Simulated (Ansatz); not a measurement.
Relaxed C (graphite type, space group P6_3/mmc):

```
C
1.0
    2.45537     0.00000     0.00000
   -1.22769     2.12641     0.00000
    0.00000     0.00000     6.67102
C
4
Cartesian
  0.00000   0.00000   1.66776
  0.00000   0.00000   5.00327
  0.00000   1.41761   1.66776
  1.22769   0.70880   5.00327
```

All values below come from r2SCAN+rVV10 (plane waves to 500 eV, PAW, scalar-relativistic; Ansatz, a first-principles code). k mesh 12×12×4 (Γ-centred), Fermi-Dirac smearing 0.05 eV. With partly filled bands, energies and forces of such displacements shift with the k mesh and the smearing. C was relaxed with its symmetry unable to fall.

One atom of the cell was then moved (with its periodic images), all else fixed, and the forces (eV/Å) came out as:

```json
[
 {"atom": "C1", "Fx": "-4.707", "Fy": "-6.575", "Fz": "0.000"},
 {"atom": "C2", "Fx": "-0.007", "Fy": "-0.012", "Fz": "0.000"},
 {"atom": "C3", "Fx": "4.701", "Fy": "6.577", "Fz": "0.000"},
 {"atom": "C4", "Fx": "0.013", "Fy": "0.010", "Fz": "0.000"}
]
```

Task: Which atom was moved, and by which vector (Å)?

Result: C1, by (0.12, 0.12, 0.00), 0.16 Å in all.

(For displaced atoms, the force is minus the slope of the energy, and its curvature is a force constant, which sets phonon frequencies.)
